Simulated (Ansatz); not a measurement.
# Ansatz 0.2.0, settings compared: Sr₂ZnWF₆

The input file (Ansatz 0.2.0, plane waves):

```yaml
crystal:
  lattice:
    - [0.0, 4.204981, 4.204981]
    - [4.204981, 0.0, 4.204981]
    - [4.204981, 4.204981, 0.0]
  atoms:
    - { symbol: Zn, position: [0.5, 0.5, 0.5] }
    - { symbol: W, position: [0.0, 0.0, 0.0] }
    - { symbol: F, position: [0.725, 0.275, 0.275] }
    - { symbol: F, position: [0.275, 0.725, 0.275] }
    - { symbol: F, position: [0.275, 0.725, 0.725] }
    - { symbol: F, position: [0.725, 0.275, 0.725] }
    - { symbol: F, position: [0.275, 0.275, 0.725] }
    - { symbol: F, position: [0.725, 0.725, 0.275] }
    - { symbol: Sr, position: [0.25, 0.25, 0.25] }
    - { symbol: Sr, position: [0.75, 0.75, 0.75] }
  symmetry: { tolerance: 0.0003 }
kpoints:
  mp_grid: { grid: [4, 4, 4], shift: [0, 0, 0] }
magnetization:
  spin_polarized: false
scf:
  occupations: { method: fermi_dirac }
hamiltonian:
  pseudopotentials: { kind: paw }
  xc: pbe
basis:
  ecutwfc: 420
output:
  forces: true
  stress: true
  eigenvalues: true
```

The command:

```bash
ansatz run input.yaml --threads 1 --pin off --max-ram 2560MiB --backend cpu --events-out ev --progress --plain --runs-dir out
```

Origin of the cell: a known structure type with other elements, at an estimated volume, so it need not be a known compound.

The smearing width isn't typed, so it takes its default of 0.1 eV.

Output of this run (shortened):

```
Pseudopotentials: kind: paw
Pseudopotential: Zn, paw, valence charge 12, recommended cutoff 420 eV (normal), Zn.paw.azcp
Pseudopotential: W, paw, valence charge 14, recommended cutoff 420 eV (normal), W.paw.azcp
Pseudopotential: F, paw, valence charge 7, recommended cutoff 420 eV (normal), F.paw.azcp
Pseudopotential: Sr, paw, valence charge 10, recommended cutoff 420 eV (normal), Sr.paw.azcp
Functional definition: PBE
  exchange = pbe_x(kappa = kappa, mu = beta*pi^2/3)
  correlation = pbe_c(beta = beta)
Crystal: 10 atoms, lattice volume = 148.704 Å³
Basis set: ecut = 420 eV, 2891 PW (Γ), exchange–correlation on 80×80×80 points (8 copies of the dense FFT grid, shifted against one another)
Bands: 54, of which v1, the nominal top of the filled ones, is band 44 counted from 1 (43 counted from 0)
Symmetry: 48 space group operations
[… 10 lines left out …]
Initial density: superposition of atomic densities (neutral atoms: chi_scale 0, normalization atom), corrected by the library's trained network
Functional: x = pbe(κ = 0.804, μ = 0.219515), c = pbe(β = 0.066725)
SCF iter   1: F=—  HF=-25643.378663 eV  Δρ=5.97e-3  dr2=3.48e-2
SCF iter   2: F=—  HF=-25643.385402 eV  Δρ=2.14e-3  dr2=8.00e-3
SCF iter   3: F=—  HF=-25643.385253 eV  Δρ=1.62e-3  dr2=4.22e-3
SCF iter   4: F=—  HF=-25643.384287 eV  Δρ=8.18e-4  dr2=1.39e-3
SCF iter   5: F=—  HF=-25643.384135 eV  Δρ=3.06e-4  dr2=3.11e-4
SCF iter   6: F=—  HF=-25643.384127 eV  Δρ=8.84e-5  dr2=1.91e-5
SCF iter   7: F=—  HF=-25643.384117 eV  Δρ=1.75e-5  dr2=8.03e-7
SCF iter   8: F=-25643.384117 eV  HF=-25643.384117 eV  Δρ=3.42e-6  dr2=2.20e-8
SCF 1 converged in 8 iterations: F = -25643.384117 eV  dr2 = 2.20e-8
SCF converged after 8 iterations
Free energy (F): -25643.384117 eV
Harris-Foulkes:  -25643.384117 eV  (|F-HF|=3.58e-9)
Internal energy: -25643.099280 eV  (E = F + TS)
E sigma→0 (E₀):  -25643.241699 eV
Entropy (-TS):   -0.284837 eV (-28.484 meV/atom)
Fermi energy:    11.332627 eV
--- Per-component energies (eV) ---
  E_band       = -452.483994
  E_kinetic    = 2317.881788
  E_local      = -7880.852044  (includes V_loc(G=0)·N_el)
  E_nonlocal   = 1476.500180
  E_hartree    = 2937.901356
  E_xc         = -1227.238677
  E_vxc        = -1225.792060  (∫ρ·V_xc dr)
  E_paw        = -16993.315590  (= ΣΔE_a)
  E_vpaw       = -1016.027202  (= ΣTr[D̂ρ^β])
  E_aug_tail   = 0.011881  (compensation charges beyond the density's cutoff)
  E_ewald      = -6273.988175
  E_smearing   = -0.284837  (= −TS)
  Σ components = -25643.384117   (vs F -25643.384117, Δ=0.00e0)
--- Forces (eV/Å), atoms counted from 1 ---
  atom   1  Zn     0.000000    -0.000000     0.000000
  atom   2  W     -0.000000     0.000000    -0.000000
  atom   3  F     -1.698508     0.000000     0.000000
[… 2 lines left out …]
  atom   6  F      0.000000     1.698508     0.000000
  atom   7  F     -0.000000     0.000000    -1.698508
  atom   8  F     -0.000000     0.000000     1.698508
  atom   9  Sr     0.000000     0.000000    -0.000000
  atom  10  Sr    -0.000000     0.000000     0.000000
  max |Σ_I F_I| component: 1.33e-15 eV/Å
--- Stress (GPa, compression-positive) ---
        8.184180       0.000000       0.000000
        0.000000       8.184180       0.000000
       -0.000000       0.000000       8.184180
  P = ⅓ Tr σ = 8.1842 GPa (81.842 kbar)
```

The same input was run again with these changes:

1. `kpoints.mp_grid.grid` [4, 4, 4] → [5, 5, 5]; `basis.ecutwfc` 420 → "18.4 Ry"; `total_charge` default → 1
2. `scf.occupations.method` fermi_dirac → tetrahedron; `kpoints.mp_grid.grid` [4, 4, 4] → [3, 3, 3]
3. `scf.algorithm` default → direct_min
4. `hamiltonian.xc` pbe → lda; `scf.initial_density.chi_scale` default → 0.3

| run | end | SCF iterations | P (GPa) | max force component (eV/Å) | moment (μB) | ΔE(σ→0) (meV/atom) |
| --- | --- | --- | --- | --- | --- | --- |
| base | converged | 8 | 8.18 | 1.699 | – | 0 |
| 1 | converged | 10 | – | 2.734 | – | – |
| 2 | converged | 9 | 8.75 | 1.829 | – | -0.53 |
| 3 | converged | 6 | 8.18 | 1.698 | – | 0.00 |
| 4 | converged | 14 | -0.55 | 1.513 | – | – |

Energies are compared only where functional, datasets, charge and starting cell are the same.

Not properties of the system: run 1 (too coarse or loose: `basis.ecutwfc` = "18.4 Ry"), run 2 (too coarse or loose: `kpoints.mp_grid.grid` = [3, 3, 3]).

Caveats of the base run: no moments, though an odd count or open d shells may carry them; no spin-orbit coupling, though heavy elements are present; the k mesh is coarse if the cell is a metal.

Run 1: charged cell with a uniform background, whose pressure depends on convention; the cutoff lies below the datasets' advice.
Run 2: forces and stress under tetrahedra may miss the slope of the energy.

The base run ran for 4.5 s on 1 thread of Arm Neoverse V2, on a shared host, peak memory 0.42 GiB, from the program's own first density.
